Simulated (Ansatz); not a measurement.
**Zn3CdTe4: rattling a relaxed structure**

The cell was found from a structure generator's guess, not taken from experiment.

Computed with DFT PBE, scalar-relativistic, plane waves, PAW in Ansatz 0.2.0. Plane waves to 420 eV, a k mesh through Γ of 6×4×4 on the computed 8-atom cell and Gaussian smearing (0.02 eV); no spin polarisation.

The cell below (8 atoms, space group Pmm2 (No. 25)) is relaxed within its symmetry.

```cif
data_structure
_symmetry_space_group_name_H-M 'P 1'
_symmetry_Int_Tables_number 1
_cell_length_a 4.4381
_cell_length_b 8.8985
_cell_length_c 6.2938
_cell_angle_alpha 90.000
_cell_angle_beta 90.000
_cell_angle_gamma 90.000
_cell_volume 248.55
loop_
_atom_site_label
_atom_site_type_symbol
_atom_site_fract_x
_atom_site_fract_y
_atom_site_fract_z
_atom_site_occupancy
Zn1 Zn 0.00000 0.75819 0.00030 1
Zn2 Zn 0.50000 0.00000 0.50089 1
Zn3 Zn 0.00000 0.24181 0.00030 1
Cd1 Cd 0.50000 0.50000 0.50080 1
Te1 Te 0.50000 0.76198 0.75948 1
Te2 Te 0.00000 0.00000 0.25757 1
Te3 Te 0.50000 0.23802 0.75948 1
Te4 Te 0.00000 0.50000 0.22118 1
```

For the test it was strained at random (σ = 1.5 % a component), the atoms were moved at random (σ = 0.05 Å), and all was relaxed again on a coarse 4×2×2 mesh (in the run’s order of axes) with 0.10 eV smearing, with no symmetry imposed.

These runs have no spin–orbit coupling, which can matter for Te.

Task: Does it come back?

Result: It returns, within 1 meV/atom of the unmoved cell on that mesh and with the same symmetry when read at 0.1 Å. No instability shows in this cell; modes of other wave vectors, which need another repeat, aren't tested.
